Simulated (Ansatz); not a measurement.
La:
```
CELL_PARAMETERS angstrom
      0.00000     3.32663     3.32663
      3.32663     0.00000     3.32663
      3.32663     3.32663     0.00000
ATOMIC_POSITIONS crystal
  La 0.00000 0.00000 0.00000
  La 0.25000 0.25000 0.25000
```

Relaxed with r²SCAN.

Problem. Map the valence electron density (e/Å³), cut off at 1 on the plane through (0.000, 0.000, 0.000) spanned by u = [1, 0, 0] and v = [-1, 1, 1] in lattice vectors, from DFT-r²SCAN in the program Ansatz with PAW potentials.

Solution. x is the fraction of u, y of v (the angle between them is 90°; rows are the nearest grid lines); atoms in the plane: La at (0.00, 0.00), La at (0.50, 0.25).
```
y \ x   0.000  0.0833  0.167  0.292  0.375  0.458  0.542  0.625  0.708  0.833  0.917   1.00
------  -----  ------  -----  -----  -----  -----  -----  -----  -----  -----  -----  -----
1.00     1.00    1.00   1.00  0.235  0.121  0.118  0.118  0.121  0.235   1.00   1.00   1.00
0.909    1.00    1.00  0.758  0.124  0.066  0.056  0.056  0.066  0.124  0.758   1.00   1.00
0.848   0.835   0.626  0.276  0.072  0.049  0.044  0.044  0.049  0.072  0.276  0.626  0.835
0.758   0.132   0.115  0.082  0.051  0.042  0.039  0.039  0.042  0.051  0.082  0.115  0.132
0.697   0.071   0.067  0.060  0.049  0.043  0.040  0.040  0.043  0.049  0.060  0.067  0.071
0.606   0.045   0.046  0.048  0.051  0.052  0.052  0.052  0.052  0.051  0.048  0.046  0.045
0.545   0.039   0.041  0.046  0.057  0.066  0.074  0.074  0.066  0.057  0.046  0.041  0.039
0.455   0.039   0.041  0.048  0.088  0.160  0.244  0.244  0.160  0.088  0.048  0.041  0.039
0.394   0.045   0.047  0.059  0.186  0.510  0.900  0.900  0.510  0.186  0.059  0.047  0.045
0.303   0.071   0.074  0.109  0.657   1.00   1.00   1.00   1.00  0.657  0.109  0.074  0.071
0.242   0.132   0.127  0.155  0.875   1.00   1.00   1.00   1.00  0.875  0.155  0.127  0.132
0.152   0.835   0.666  0.368  0.507   1.00   1.00   1.00   1.00  0.506  0.368  0.666  0.835
0.0909   1.00    1.00  0.903  0.286  0.437  0.675  0.675  0.437  0.286  0.903   1.00   1.00
0.000    1.00    1.00   1.00  0.235  0.121  0.118  0.118  0.121  0.235   1.00   1.00   1.00
```

The density is the valence pseudo-density with augmentation charge, so density and ELF within about 1 Å of a nucleus are not all-electron values.

Space group Fd-3m (diamond). The start of the workflow was typed in or built on a structure type; neither database checked (COD, Materials Project) lists it. It is not the phase usual at ambient conditions (space group No. 194). Symmetry was held in the r²SCAN relaxation. At this level the phase is mechanically unstable. The volume moved by -38 % from the start of the relaxation. Scalar-relativistic: spin–orbit coupling is off unless named, which matters more the heavier the elements.

Potentials: the earlier of the program's two PAW sets.
